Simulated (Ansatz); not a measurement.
Problem. Each is relaxed and computed with r²SCAN (plane waves, PAW; program Ansatz). Which is the only one with a gap?
(A) GaAs, P4/mmm (Ga on 1b, As on 1a)
(B) ScSi, Cmcm (Sc on 4c, Si on 4c)
(C) SrScO2F, P4/mmm (Sr on 1d, Sc on 1a, O on 2f, F on 1b)
(D) ScPd3C, anti-perovskite

Solution. C, SrScO2F, P4/mmm (Sr on 1d, Sc on 1a, O on 2f, F on 1b). SrScO2F: gap 3.84 eV (indirect); ScSi: metal; GaAs: metal; ScPd3C: metal. Typed or built starts, not in the databases checked: SrScO2F, P4/mmm (Sr on 1d, Sc on 1a, O on 2f, F on 1b); ScPd3C, anti-perovskite. Not the usual ambient phase: GaAs, P4/mmm (Ga on 1b, As on 1a). Standing as an ambient phase not checked: ScSi, Cmcm (Sc on 4c, Si on 4c). All cells were relaxed under the symmetry of their starts (and spin orders); stability against distortions was not tested throughout. Named crystals with no word on spin ran without spin polarisation. Spin–orbit coupling is left out wherever it is not named.

Potentials: the earlier of the program's two PAW sets. The files were generated under PBE; for other functionals the program regenerates the frozen cores, and for LDA and PBEsol the local potential too.
